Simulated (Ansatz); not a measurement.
SiC3 in space group P-4m2 (No. 115; C on 1a, C on 2g, Si on 1c), plane-wave PAW r²SCAN (Ansatz code). The conduction-band minimum lies on the M–Γ line, 16 % of the way from M, with 4 equivalent valleys. Second derivatives d²E/dk² of the lowest band at one valley (eV·Å²), along Cartesian directions:

| direction | d²E/dk² |
|---|---|
| [100] | 14.92 |
| [010] | 14.92 |
| [001] | 19.21 |
| [110] | 12.35 |
| [101] | 17.06 |
| [011] | 17.06 |

Task: Find the principal effective masses, the density-of-states mass and the conductivity mass.

Result: Off-diagonal terms follow from H_xy = H[110] − (H_xx + H_yy)/2, and m*/mₑ = 7.620 eV·Å² over each eigenvalue: 0.40, 0.44, 0.62. One valley's DOS mass (m₁m₂m₃)^(1/3) = 0.47, conductivity mass 3/(Σ 1/mᵢ) = 0.47 mₑ.

Task: What effective density of states Nc follows at 300 K for parabolic valleys?

Result: Nc = 2.509e19 × 4 × (0.47)^(3/2) ≈ 3.2e19 cm⁻³.

The start of the workflow was typed in or built on a structure type; neither database checked (COD, Materials Project) lists it. Whether it is the stable phase at ambient conditions was not checked. The r²SCAN relaxation kept the symmetry of its start; whether a distortion lowers the energy is not shown. Its formation energy is positive at this level, so the cell may be metastable or incomplete.

Potentials: the earlier of the program's two PAW sets.

Edges and masses are those of Kohn–Sham bands, whose gap is no quasiparticle gap.
